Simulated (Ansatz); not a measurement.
# Phase order of Re (with spin–orbit coupling)

Structure types of Re are relaxed in primitive cells with their symmetry kept at 0 GPa, first on PAW files, then by LAPW. The enthalpy is E + pV at zero temperature, without zero-point motion. Only the types listed were tried, and differences under about 5 meV/atom are mesh noise.

Computed with Ansatz 0.2.0; functional LDA, with spin–orbit coupling. Settings: Fermi–Dirac smearing of 0.05 eV, no spin polarisation. Methods: LAPW: all electrons, basis error target 0.5 meV/atom; PAW: frozen-core files, cutoff 420 eV.

k meshes: fcc 18×18×18, bcc 19×19×19, hcp 17×17×9.

The PAW files were made under PBE.

| start type | ends as | a, b, c (Å) | V (Å³/atom) | H − H(lowest), LAPW (meV/atom) |
| --- | --- | --- | --- | --- |
| fcc | fcc, Fm-3m | 3.863, 3.863, 3.863 | 14.41 | ? |
| bcc | bcc, Im-3m | 3.071, 3.071, 3.071 | 14.49 | ? |
| hcp | hcp, P6_3/mmc | 2.740, 2.740, 4.414 | 14.35 | 0.0 |

Q: What belongs in the row "bcc", column "H − H(lowest), LAPW (meV/atom)"?

A: 370.1.

Q: What belongs in the row "fcc", column "H − H(lowest), LAPW (meV/atom)"?

A: 86.7.
